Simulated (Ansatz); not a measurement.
# Lattice vibrations of Cu3Hg at Γ

Computed with Ansatz 0.2.0, DFT PBE, scalar-relativistic, plane waves, PAW. Cutoff 420 eV, 12×12×12 k-points (Γ-centred), Fermi-Dirac smearing of 0.15 eV. No spin polarisation. Phonons by linear response, acoustic sum rule imposed.

Equilibrium structure at this level:
```xyz
4
Lattice="0.0000 3.0636 3.0636 3.0636 0.0000 3.0636 3.0636 3.0636 0.0000" Properties=species:S:1:pos:R:3 pbc="T T T"
Cu    1.5318    1.5318    1.5318
Cu    4.5954    4.5954    4.5954
Cu    3.0636    3.0636    3.0636
Hg    0.0000    0.0000    0.0000
```

The cell was built by swapping an element in a database structure (itself possibly hypothetical) and relaxing; it need not be the stable form of this composition. In a metal, frequencies and elastic constants depend on the k mesh and the smearing, soft modes and shear constants most. Spin–orbit coupling is left out, which can shift energies with elements as heavy as these.

Q: Is this structure stable against zone-centre distortions?

A: Yes, at Γ: no optical mode is imaginary. Strains and other wave vectors aren't tested by this run.

Q: List the optical modes at Γ (i marks imaginary ones).

A:
```csv
frequency (cm⁻¹),degeneracy
115,3
131,3
171,3
```